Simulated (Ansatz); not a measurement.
ZrP:
```yaml
crystal:
  lattice:
    - [3.66300, 0.00000, 0.00000]
    - [-1.83150, 3.17225, 0.00000]
    - [0.00000, 0.00000, 12.47914]
  atoms:
    - { symbol: Zr, position: [0.33333, 0.66667, 0.38429] }
    - { symbol: Zr, position: [0.66667, 0.33333, 0.61571] }
    - { symbol: Zr, position: [0.66667, 0.33333, 0.88429] }
    - { symbol: Zr, position: [0.33333, 0.66667, 0.11571] }
    - { symbol: P, position: [0.66667, 0.33333, 0.25000] }
    - { symbol: P, position: [0.33333, 0.66667, 0.75000] }
    - { symbol: P, position: [0.00000, 0.00000, 0.50000] }
    - { symbol: P, position: [0.00000, 0.00000, 0.00000] }
```

Relaxed with PBEsol. Special points in fractions of this cell's reciprocal vectors: Γ (0.000, 0.000, 0.000); M (0.500, 0.000, 0.000); K (0.333, 0.333, 0.000); A (0.000, 0.000, 0.500); L (0.500, 0.000, 0.500); H (0.333, 0.333, 0.500).

**Question.** List the band energies nearest the Fermi level at these points for the program Ansatz at the PBEsol with spin–orbit coupling level (PAW).

**Answer.** In eV from the Fermi level; about four levels below and three above (degenerate sets whole), none deeper than 8.9 eV; points with the same levels are listed once.

| k | below | above |
|---|---|---|
| Γ | -0.20 -0.20 -0.14 -0.14 | 0.04 0.04 0.12 0.12 |
| M | -1.29 -1.29 -1.24 -1.24 | 0.45 0.45 1.60 1.60 |
| K | -2.96 -2.96 -0.04 -0.04 | 0.81 0.81 0.85 0.85 |
| A | -0.06 -0.06 -0.06 -0.06 | 0.22 0.22 0.22 0.22 |
| L | -1.76 -1.76 -1.76 -1.76 | 1.25 1.25 1.25 1.25 |
| H | -2.95 -2.95 -2.93 -2.93 | 0.39 0.39 0.43 0.43 |

Space group P6_3/mmc. The first step of the workflow began from a Materials Project structure, measured or hypothetical; the Crystallography Open Database copy checked does not list it. COD files the formula under space group No. 225. Whether it is the stable phase at ambient conditions was not checked. The cell was relaxed with PBEsol under the symmetry of its start; whether a distortion lowers the energy is not shown. No spin polarisation was allowed.

Potentials: the later of the program's two PAW sets.
